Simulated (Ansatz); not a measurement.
ZnSe (zinc blende), relaxed with HSE06 (Ansatz, a quantum-chemistry and plane-wave program, plane waves, PAW): a = b = c = 5.7007 Å, α = β = γ = 90.00°.

```
Item                  Result
--------------------  ------
gap (eV)                2.33
B₀ by P(V) fit (GPa)    62.2
```

Problem. The same phase is relaxed and computed with r²SCAN in the same code. What are the cell and these values now?

Solution. a = b = c = 5.6660 Å, α = β = γ = 90.00°.

gap (eV): 1.86
B₀ by P(V) fit (GPa): 65.2

All cells were relaxed under the symmetry of their starts (and spin orders); stability against distortions was not tested throughout. Scalar-relativistic: spin–orbit coupling is off unless named, which matters more the heavier the elements.

Potentials: the earlier of the program's two PAW sets.

Ansatz is a plane-wave DFT program.
